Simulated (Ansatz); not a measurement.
MgS:
```
CELL_PARAMETERS angstrom
      6.82364     0.00000     0.00000
      0.00000     6.82364     0.00000
      0.00000     0.00000     4.06657
ATOMIC_POSITIONS crystal
  Mg 0.32690 0.67310 0.00000
  Mg 0.67310 0.32690 0.00000
  Mg 0.82690 0.82690 0.50000
  Mg 0.17310 0.17310 0.50000
  S  0.31135 0.31135 0.00000
  S  0.68865 0.68865 0.00000
  S  0.18865 0.81135 0.50000
  S  0.81135 0.18865 0.50000
```

Relaxed with r²SCAN. Plane-wave PAW r²SCAN (Ansatz code) gives a gap of 4.07 eV.

What gap does HSE06 give on the same cell (Ansatz, PAW)?

4.49 eV, 0.42 eV more. The hybrid was solved on a coarser mesh and at special points; the gap given is the minimum over both.

```tsv
k	v1 r²SCAN	c1 r²SCAN	v1 HSE06	c1 HSE06
Γ	0.00	4.07	0.00	4.49
Z	-0.88	5.61	-0.92	6.21
M	-0.59	5.52	___	___
A	-0.53	5.09	___	___
R	-0.46	5.61	___	___
X	-0.36	5.51	___	___
```

Top valence (v1) and lowest conduction level (c1) in eV from each method's valence maximum (which need not be a listed point): supply the withheld HSE06 values.


- R, v1 HSE06: -0.47
- R, c1 HSE06: 6.16
- X, v1 HSE06: -0.37
- X, c1 HSE06: 5.99
- M, v1 HSE06: -0.61
- M, c1 HSE06: 6.05
- A, v1 HSE06: -0.56
- A, c1 HSE06: 5.61

Cost on shared cores: the r²SCAN run (SCF on a 4×4×7 mesh, then bands and DOS) around 2.7 core-minutes (rough), the HSE06 run (SCF on 3×3×4, then a few points) roughly 4 core-minutes; the tasks are unlike.

Space group P4_2/mnm. The start of the workflow was typed in or built on a structure type; neither database checked (COD, Materials Project) lists it. COD files the formula under space group No. 225. Whether it is the stable phase at ambient conditions was not checked. The r²SCAN relaxation kept the symmetry of its start; whether a distortion lowers the energy is not shown.

Potentials: the earlier of the program's two PAW sets. The files were generated under PBE; for other functionals the program regenerates the frozen cores, and for LDA and PBEsol the local potential too.
